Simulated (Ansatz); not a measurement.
The start is a generated cell, Sr built in the beta-W structure type. The structure is fully relaxed (lattice and positions, P = 0) with PBEsol (plane waves to 420 eV, PAW, scalar-relativistic; Ansatz, a program for electronic structure). First-step values are on the input's coarse k-mesh.

Ansatz input (later rounds restart from its end on a renewed k-mesh):
Ansatz 0.2 input:
```yaml
crystal:
  lattice:
    - [7.711052, 0, 0]
    - [0, 7.711052, 0]
    - [0, 0, 7.711052]
  atoms:
    - { symbol: Sr, position: [0.25, 0, 0.5] }
    - { symbol: Sr, position: [0.75, 0, 0.5] }
    - { symbol: Sr, position: [0, 0.5, 0.25] }
    - { symbol: Sr, position: [0, 0.5, 0.75] }
    - { symbol: Sr, position: [0.5, 0.25, 0] }
    - { symbol: Sr, position: [0.5, 0.75, 0] }
    - { symbol: Sr, position: [0, 0, 0] }
    - { symbol: Sr, position: [0.5, 0.5, 0.5] }
basis: { ecutwfc: 420, ecutrho_ratio: 4, xc_grid: 2, fft_grid_basis: typed }
kpoints: { mp_grid: { grid: [5, 5, 5] } }
hamiltonian:
  xc: pbesol
  dispersion: none
  pseudopotentials: { azcp: { folder: ./paw }, kind: paw }
scf: { occupations: { method: fermi_dirac, width: 0.05 } }
relax: { f_tol: 0.01, max_steps: 100, cell: { stress_tol: 0.02 } }
output: { forces: true, stress: true }
```

Problem. How does the volume change?

Solution. -8.5 %, from 57.31 to 52.45 Å³/atom.

Problem. What band gap does the relaxed structure have at this level?

Solution. No gap (metallic).

Problem. What does it relax into? Give the structure.

Solution. 
```cif
data_Sr8
_chemical_formula_sum 'Sr8'
_space_group_name_H-M_alt 'Pm-3n'
_space_group_IT_number 223
_space_group_name_Hall '-P 4n 2 3'
_cell_length_a 7.48651
_cell_length_b 7.48651
_cell_length_c 7.48651
_cell_angle_alpha 90.000
_cell_angle_beta 90.000
_cell_angle_gamma 90.000
loop_
_atom_site_label
_atom_site_type_symbol
_atom_site_symmetry_multiplicity
_atom_site_Wyckoff_symbol
_atom_site_fract_x
_atom_site_fract_y
_atom_site_fract_z
_atom_site_occupancy
Sr1 Sr 6 c 0.00000 0.50000 0.25000 1
Sr2 Sr 2 a 0.00000 0.00000 0.00000 1
```

The space group stays Pm-3n (No. 223) (the run could not lower it), with 8 atoms in the primitive cell. Final values are on a 6×6×6 k-mesh of the relaxed cell. No spin polarisation in the result.

The run could not lose the symmetry of its start; a randomly shaken copy of 8 atoms returns to this structure.

All atoms sit on sites fixed by symmetry, so only the cell could relax.

The relaxed structure here is a generated cell of Sr: the first start was made by placing the elements on the sites of a structure type, and the end was not matched to a known phase here, so it may be hypothetical. Known forms of Sr include space group No. 225.
